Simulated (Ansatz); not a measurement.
C (diamond)

```
CELL_PARAMETERS angstrom
      0.00000     1.78014     1.78014
      1.78014     0.00000     1.78014
      1.78014     1.78014     0.00000
ATOMIC_POSITIONS crystal
  C  0.00000 0.00000 0.00000
  C  0.25000 0.25000 0.25000
```

Scan: atom 2 (C, nearest neighbour C at 1.542 Å; its periodic images, 2.5 Å or more away, move with it) is displaced along Cartesian [111], direction (0.577, 0.577, 0.577) in Cartesian axes, by s. The other atoms stay.

The numbers are results of r2SCAN (plane waves to 500 eV, PAW, scalar-relativistic; Ansatz, a quantum-chemistry and plane-wave program), not measurements. k mesh 13×13×13 (Γ-centred), Fermi-Dirac smearing 0.05 eV. E stands for the smeared free energy. As the smearing reaches across the gap at some points, energies and forces of such displacements shift with the k mesh and the smearing. C was relaxed with its symmetry unable to fall. The zero of ΔE is the undisplaced structure. The last digit holds for this mesh only.

| s (Å) | ΔE (meV/cell) |
|---|---|
| -0.310 | 2543.1 |
| -0.248 | 1543.0 |
| -0.186 | 818.4 |
| -0.124 | 341.8 |
| -0.062 | 79.9 |
| 0.000 | 0.0 |
| 0.062 | 68.8 |
| 0.124 | 251.9 |
| 0.186 | 512.4 |
| 0.248 | 808.4 |
| 0.310 | withheld |

**Question.** Fit a polynomial form (powers 2, 3, 4) to the given rows and predict ΔE at s = 0.310.

**Answer.** Least squares on the 10 given rows: ΔE = (19340)·s² + (-24050)·s³ + (-3519)·s⁴, in meV/cell with s in Å; root-mean-square residual 0.99 meV/cell. At 0.310 the fit gives 1109.6 meV/cell; the calculation gives 1104.6 meV/cell, so the extrapolation is off by 5.0 (+0.5 %). The quadratic term alone would give 1858.6 meV/cell.

(A displaced cell: forces are minus the slopes of the energy, force constants its curvatures, and phonons follow from these.)
